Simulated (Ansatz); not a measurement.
Task: Name crystals whose computed values (PBEsol in the plane-wave PAW code Ansatz) fall in these windows: electron conductivity mass (mₑ) 0.64 to 0.93; ε0 70 to 94.

Result: 

```csv
crystal,electron conductivity mass (mₑ),ε0
"SrZrO3, R3c (Sr on 6a, Zr on 6a, O on 18b)",0.79,79.7
```
Others may fit too.

Typed or built starts, not in the databases checked: SrZrO3, R3c (Sr on 6a, Zr on 6a, O on 18b). The cell was relaxed under the symmetry of its start. Rows with no word on spin ran without spin polarisation. Spin–orbit coupling is left out wherever it is not named.

Potentials: the later of the program's two PAW sets.
